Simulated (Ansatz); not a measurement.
A relaxation computed with Ansatz, from input to last step.

```yaml
crystal:
  lattice:
    - [3.3670373942, 0.0, 0.0]
    - [-1.6835186971, 2.9159399189, 0.0]
    - [0.0, 0.0, 5.2385632555]
  atoms:
    - { symbol: Rh, position: [0.0, 0.0, 0.0] }
    - { symbol: Rh, position: [0.3333333333, 0.6666666667, 0.645] }
    - { symbol: Rh, position: [0.6666666667, 0.3333333333, 0.355] }
    - { symbol: "N", position: [0.3333333333, 0.6666666667, 0.245] }
    - { symbol: "N", position: [0.6666666667, 0.3333333333, 0.755] }
basis:
  ecutwfc: 420
kpoints:
  mp_grid: { grid: [6, 6, 4] }
hamiltonian:
  xc: pbe
scf:
  occupations: { method: gaussian, width: 0.1 }
  lower_state_search: "off"
output:
  forces: true
  stress: true
  eigenvalues: true
relax:
  adjacent_minimum: "off"
  f_tol: 0.04
  max_steps: 70
  cell: { stress_tol: 0.4 }
```

```bash
ansatz run input.yaml --threads 1 --pin off --max-ram 2560MiB --backend cpu --events-out ev --progress --plain --runs-dir out
```

Computed with DFT PBE, scalar-relativistic, plane waves, PAW (Ansatz).

Of 45 frames 10 are shown, positions in Å and forces in eV/Å; the SCF threshold varies from step to step. Steps run on the plane waves of an earlier cell, with a Pulay correction in the pressure. The basis is chosen afresh for the last frame, the zero of the energies, and at times for earlier ones too; energy and pressure step there, also at an unchanged geometry. Here that happened at steps 16 (-18 meV/atom, 1.8 GPa), 30 (-66 meV/atom, 5.7 GPa), 37 (-11 meV/atom, 1.0 GPa), 42 (-3 meV/atom, 0.1 GPa); the frames before carry an error of that size. The mark taken_back stands on steps that the optimiser undid. The end is built of layers, and without a dispersion correction their distances are poorly fixed.

```xyz
5
Lattice="3.3670 0.0000 0.0000 -1.6835 2.9159 0.0000 0.0000 0.0000 5.2386" Properties=species:S:1:pos:R:3:forces:R:3 pbc="T T T" step=1 free_energy_over_end_meV_per_atom=664.41 pressure_GPa=42.61
Rh    0.0000    0.0000    0.0000    0.0000    0.0000    0.0000
Rh    0.0000    1.9440    3.3789    0.0000    0.0000    2.7589
Rh    1.6835    0.9720    1.8597    0.0000    0.0000   -2.7589
N     0.0000    1.9440    1.2834    0.0000    0.0000   -1.2696
N     1.6835    0.9720    3.9551    0.0000    0.0000    1.2696
5
Lattice="3.4891 0.0000 0.0000 -1.7446 3.0217 0.0000 0.0000 0.0000 5.7096" Properties=species:S:1:pos:R:3:forces:R:3 pbc="T T T" step=6 free_energy_over_end_meV_per_atom=406.49 pressure_GPa=-0.82
Rh    0.0000    0.0000    0.0000    0.0000    0.0000    0.0000
Rh    0.0000    2.0144    3.9522    0.0000    0.0000    0.0803
Rh    1.7446    1.0072    1.7574    0.0000    0.0000   -0.0803
N     0.0000    2.0144    1.5855    0.0000    0.0000    0.3218
N     1.7446    1.0072    4.1241    0.0000    0.0000   -0.3218
5
Lattice="3.3890 0.0000 0.0000 -1.6945 2.9350 0.0000 0.0000 0.0000 6.1215" Properties=species:S:1:pos:R:3:forces:R:3 pbc="T T T" step=11 free_energy_over_end_meV_per_atom=338.84 pressure_GPa=0.35 taken_back
Rh    0.0000    0.0000    0.0000    0.0000    0.0000    0.0000
Rh    0.0000    1.9566    4.3362    0.0000    0.0000    0.1010
Rh    1.6945    0.9783    1.7853    0.0000    0.0000   -0.1010
N     0.0000    1.9566    2.1574    0.0000    0.0000    0.1532
N     1.6945    0.9783    3.9640    0.0000    0.0000   -0.1532
5
Lattice="3.4298 0.0000 0.0000 -1.7149 2.9703 0.0000 0.0000 0.0000 5.9736" Properties=species:S:1:pos:R:3:forces:R:3 pbc="T T T" step=16 free_energy_over_end_meV_per_atom=318.26 pressure_GPa=1.86
Rh    0.0000    0.0000    0.0000    0.0000    0.0000    0.0000
Rh    0.0000    1.9802    4.2287    0.0000    0.0000   -0.0225
Rh    1.7149    0.9901    1.7449    0.0000    0.0000    0.0225
N     0.0000    1.9802    2.1108    0.0000    0.0000    0.0192
N     1.7149    0.9901    3.8628    0.0000    0.0000   -0.0192
5
Lattice="3.2849 0.0000 0.0000 -1.6425 2.8448 0.0000 0.0000 0.0000 6.6107" Properties=species:S:1:pos:R:3:forces:R:3 pbc="T T T" step=21 free_energy_over_end_meV_per_atom=268.73 pressure_GPa=0.45
Rh    0.0000    0.0000    0.0000    0.0000    0.0000    0.0000
Rh    0.0000    1.8965    4.6860    0.0000    0.0000    0.0883
Rh    1.6425    0.9483    1.9247    0.0000    0.0000   -0.0883
N     0.0000    1.8965    2.4490    0.0000    0.0000   -0.0720
N     1.6425    0.9483    4.1617    0.0000    0.0000    0.0720
5
Lattice="3.0551 0.0000 0.0000 -1.5276 2.6458 0.0000 0.0000 0.0000 7.5931" Properties=species:S:1:pos:R:3:forces:R:3 pbc="T T T" step=25 free_energy_over_end_meV_per_atom=220.09 pressure_GPa=15.89 taken_back
Rh    0.0000    0.0000    0.0000    0.0000    0.0000    0.0000
Rh    0.0000    1.7639    5.6307    0.0000    0.0000    0.3211
Rh    1.5276    0.8819    1.9623    0.0000    0.0000   -0.3211
N     0.0000    1.7639    2.5244    0.0000    0.0000    1.5663
N     1.5276    0.8819    5.0687    0.0000    0.0000   -1.5663
5
Lattice="3.0989 0.0000 0.0000 -1.5494 2.6837 0.0000 0.0000 0.0000 7.4995" Properties=species:S:1:pos:R:3:forces:R:3 pbc="T T T" step=30 free_energy_over_end_meV_per_atom=86.93 pressure_GPa=5.72
Rh    0.0000    0.0000    0.0000    0.0000    0.0000    0.0000
Rh    0.0000    1.7891    5.4714    0.0000    0.0000    0.0065
Rh    1.5494    0.8946    2.0282    0.0000    0.0000   -0.0065
N     0.0000    1.7891    2.6729    0.0000    0.0000   -0.0546
N     1.5494    0.8946    4.8267    0.0000    0.0000    0.0546
5
Lattice="3.0518 0.0000 0.0000 -1.5259 2.6429 0.0000 0.0000 0.0000 8.4220" Properties=species:S:1:pos:R:3:forces:R:3 pbc="T T T" step=35 free_energy_over_end_meV_per_atom=18.58 pressure_GPa=0.36
Rh    0.0000    0.0000    0.0000    0.0000    0.0000    0.0000
Rh    0.0000    1.7620    6.2782    0.0000    0.0000   -0.0168
Rh    1.5259    0.8810    2.1438    0.0000    0.0000    0.0168
N     0.0000    1.7620    2.8331    0.0000    0.0000   -0.0155
N     1.5259    0.8810    5.5889    0.0000    0.0000    0.0155
5
Lattice="3.0498 0.0000 0.0000 -1.5249 2.6412 0.0000 0.0000 0.0000 9.0608" Properties=species:S:1:pos:R:3:forces:R:3 pbc="T T T" step=40 free_energy_over_end_meV_per_atom=4.13 pressure_GPa=-0.45
Rh    0.0000    0.0000    0.0000    0.0000    0.0000    0.0000
Rh    0.0000    1.7608    6.8916    0.0000    0.0000    0.0016
Rh    1.5249    0.8804    2.1693    0.0000    0.0000   -0.0016
N     0.0000    1.7608    2.8654    0.0000    0.0000   -0.0124
N     1.5249    0.8804    6.1954    0.0000    0.0000    0.0124
5
Lattice="3.0436 0.0000 0.0000 -1.5218 2.6358 0.0000 0.0000 0.0000 9.3112" Properties=species:S:1:pos:R:3:forces:R:3 pbc="T T T" step=45 free_energy_over_end_meV_per_atom=0.00 pressure_GPa=0.02
Rh    0.0000    0.0000    0.0000    0.0000    0.0000    0.0000
Rh    0.0000    1.7572    7.1373    0.0000    0.0000    0.0010
Rh    1.5218    0.8786    2.1739    0.0000    0.0000   -0.0010
N     0.0000    1.7572    2.8744    0.0000    0.0000   -0.0016
N     1.5218    0.8786    6.4369    0.0000    0.0000    0.0016
```

The start puts this composition into another compound's structure type, which needn't suit it. The cell swells from 10.3 to 14.9 Å³ an atom, so the end can be far from any stable crystal. At the end the space group is P-3m1 (tolerance 0.05 Å).

Time: 120 s on 1 thread of Intel(R) Xeon(R) Platinum 8375C CPU @ 2.90GHz (Ice Lake), on a shared host, peak memory 0.42 GiB.

The k mesh is coarse. Spin polarisation was left out, and a magnetic state may lie lower.